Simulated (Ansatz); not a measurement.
In LDA (plane waves, PAW; program Ansatz), I in the molecular I2 type structure (Cmce) relaxes to a = 7.152 Å, b = 4.324 Å, c = 9.530 Å.

The Kohn–Sham gap is 0.68 eV (indirect).

The LDA relaxation kept the symmetry of its start. A crystal of weakly bound units computed without a dispersion correction: the cell and the soft elastic constants depend strongly on that. Scalar-relativistic: spin–orbit coupling is off unless named, which matters more the heavier the elements.

Potentials: the earlier of the program's two PAW sets.
